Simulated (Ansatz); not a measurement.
**Equation of state of niobium, diamond**

Method: Ansatz, DFT, LDA (PW92), plane waves (420 eV) with PAW, scalar-relativistic. (PAW data from PBE, frozen cores regenerated.)

The cell is scaled uniformly from the relaxed one, with fractional coordinates and shape fixed. Energies are extrapolated to zero smearing, pressures are those at the given smearing. Magnetic state: spin not included.

```json
{"V (Å³/atom)": "20.984", "E − E₀ (meV/atom)": "106.4", "P (GPa)": "13.47"}
{"V (Å³/atom)": "21.938", "E − E₀ (meV/atom)": "42.9", "P (GPa)": "8.11"}
{"V (Å³/atom)": "22.892", "E − E₀ (meV/atom)": "9.1", "P (GPa)": "3.65"}
{"V (Å³/atom)": "23.845", "E − E₀ (meV/atom)": "0.0", "P (GPa)": "0.03"}
{"V (Å³/atom)": "24.799", "E − E₀ (meV/atom)": "10.6", "P (GPa)": "-2.88"}
{"V (Å³/atom)": "25.753", "E − E₀ (meV/atom)": "36.9", "P (GPa)": "-5.25"}
{"V (Å³/atom)": "26.707", "E − E₀ (meV/atom)": "76.0", "P (GPa)": "-7.20"}
```

Fit a third-order Birch-Murnaghan equation.

V₀ = 23.78 Å³/atom, B₀ = 83 GPa, B₀′ = 4.3.
